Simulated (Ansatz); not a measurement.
TlBr:
```yaml
crystal:
  lattice:
    - [2.13703, -5.94049, 0.00000]
    - [2.13703, 5.94049, 0.00000]
    - [0.00000, 0.00000, 4.72798]
  atoms:
    - { symbol: Tl, position: [0.39412, 0.60588, 0.75000] }
    - { symbol: Tl, position: [0.60588, 0.39412, 0.25000] }
    - { symbol: Br, position: [0.86150, 0.13850, 0.25000] }
    - { symbol: Br, position: [0.13850, 0.86150, 0.75000] }
```

Relaxed with LDA. Special points in fractions of this cell's reciprocal vectors: Γ (0.000, 0.000, 0.000); Y (-0.500, 0.500, 0.000); C0 (-0.282, 0.718, 0.000); Σ0 (0.282, 0.282, 0.000); Z (0.000, 0.000, 0.500); A0 (0.282, 0.282, 0.500); E0 (-0.282, 0.718, 0.500); T (-0.500, 0.500, 0.500); S (0.000, 0.500, 0.000); R (0.000, 0.500, 0.500).

Problem. List the band energies nearest the valence-band maximum at these points for plane-wave PAW LDA with spin–orbit coupling (Ansatz code).

Solution. In eV from the valence-band maximum; about four levels below and three above (degenerate sets whole), none deeper than 8.9 eV; points with the same levels are listed once.

```
k                     below                above
--  -----------------------  -------------------
Γ   -1.75 -1.75 -1.22 -1.22  4.17 4.17 4.77 4.77
Y   -1.03 -1.03 -0.80 -0.80  2.44 2.44 4.40 4.40
C0  -0.63 -0.63 -0.42 -0.42  1.76 1.76 2.39 2.39
Z   -0.29 -0.29 -0.29 -0.29  2.62 2.62 2.62 2.62
A0  -1.50 -1.50 -1.38 -1.38  3.09 3.09 3.59 3.59
T   -0.34 -0.34 -0.34 -0.34  1.91 1.91 1.91 1.91
S   -0.58 -0.58 -0.54 -0.54  2.00 2.00 2.17 2.17
R   -1.40 -1.40 -1.40 -1.40  3.62 3.62 3.62 3.62
```

Space group Cmcm. The first step of the workflow began from a Materials Project structure, measured or hypothetical; the Crystallography Open Database copy checked does not list it. COD files the formula under space group No. 221, so this cell is another polymorph or a model. Its standing as an ambient phase is unchecked. Symmetry was held in the LDA relaxation; whether a distortion lowers the energy is not shown. A crystal of weakly bound molecules computed without a dispersion correction: the cell and the soft elastic constants depend strongly on that.

Potentials: the later of the program's two PAW sets.
